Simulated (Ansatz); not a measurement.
**Relaxing a structure of Be**

The start is a generated trial cell of Be in the simple-cubic structure type. The cell and all atomic positions are relaxed at zero pressure with PBE (plane waves to 420 eV, PAW, scalar-relativistic; Ansatz, a first-principles code). First-step values are on the input's coarse k-mesh.

Ansatz input (later rounds restart from its end on a renewed k-mesh):
Ansatz 0.2 input:
```yaml
crystal:
  lattice:
    - [2.089768, 0, 0]
    - [0, 2.089768, 0]
    - [0, 0, 2.089768]
  atoms:
    - { symbol: Be, position: [0, 0, 0] }
basis: { ecutwfc: 420, ecutrho_ratio: 4, xc_grid: 2, fft_grid_basis: typed }
kpoints: { mp_grid: { grid: [15, 15, 15] } }
hamiltonian:
  xc: pbe
  dispersion: none
  pseudopotentials: { azcp: { folder: ./paw }, kind: paw }
scf: { occupations: { method: fermi_dirac, width: 0.05 } }
relax: { f_tol: 0.01, max_steps: 100, cell: { stress_tol: 0.02 } }
output: { forces: true, stress: true }
```

### Question
What pressure does the first self-consistent step give?

### Answer
+10.5 GPa (positive: the cell is compressed).

### Question
How do the shortest distances between atoms change?

### Answer
The closest pairs of elements (up to four, under 3.6 Å), start → end: Be–Be 2.09 → 2.17 Å.

### Question
What does it relax into? Give the structure.

### Answer

```cif
data_Be
_chemical_formula_sum 'Be1'
_space_group_name_H-M_alt 'Pm-3m'
_space_group_IT_number 221
_space_group_name_Hall '-P 4 2 3'
_cell_length_a 2.17342
_cell_length_b 2.17342
_cell_length_c 2.17342
_cell_angle_alpha 90.000
_cell_angle_beta 90.000
_cell_angle_gamma 90.000
loop_
_atom_site_label
_atom_site_type_symbol
_atom_site_symmetry_multiplicity
_atom_site_Wyckoff_symbol
_atom_site_fract_x
_atom_site_fract_y
_atom_site_fract_z
_atom_site_occupancy
Be1 Be 1 a 0.00000 0.00000 0.00000 1
```

The space group stays Pm-3m (No. 221) (the run could not lower it); the end is simple cubic type, with 1 atom in the primitive cell. Final values are on a 21×21×21 k-mesh of the relaxed cell. No spin polarisation in the result.

The run could not lose the symmetry of its start, so the end can be a saddle point.

The relaxed structure here is a generated cell of Be: the first start was made by placing the elements on the sites of a structure type, and the end was not matched to a known phase here, so it may be hypothetical. Known forms of Be include space group No. 194.
